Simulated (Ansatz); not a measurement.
This run works on a generated trial structure, not on a known crystal.

Input and command of a plane-wave DFT calculation in Ansatz:

```yaml
crystal:
  lattice:
    - [3.79003945, 0.0, 0.0]
    - [-1.89501973, 3.28227045, 0.0]
    - [0.0, 0.0, 9.18584819]
  atoms:
    - { symbol: Sc, position: [0.33333333, 0.66666667, 0.66284382] }
    - { symbol: Ga, position: [0.0, 0.0, 0.25060695] }
    - { symbol: Ga, position: [0.66666667, 0.33333333, 0.59399474] }
    - { symbol: Ga, position: [0.33333333, 0.66666667, 0.9075262] }
    - { symbol: "N", position: [0.0, 0.0, 0.99672395] }
    - { symbol: "N", position: [0.66666667, 0.33333333, 0.33830431] }
basis:
  ecutwfc: 420
kpoints:
  mp_grid: { grid: [4, 4, 2] }
hamiltonian:
  xc: pbe
scf:
  occupations: { method: gaussian, width: 0.15 }
  lower_state_search: "off"
output:
  forces: true
  stress: true
  eigenvalues: true
relax:
  adjacent_minimum: "off"
  f_tol: 0.08
  max_steps: 16
  cell: { stress_tol: 0.8 }
```

```bash
ansatz run input.yaml --threads 1 --pin off --max-ram 2560MiB --backend cpu --events-out ev --progress --plain --runs-dir out
```

Processor: Arm Neoverse N1, 1 thread, on a host shared with other jobs.

**Question.** Estimate time, memory and problem size.

**Answer.** About 88 s, peak memory 0.35 GiB. It solves 36 bands at 8 k points (after reduction by symmetry) with about 1847 plane waves (on the last cell), in 104 SCF iterations over 12 ionic steps.
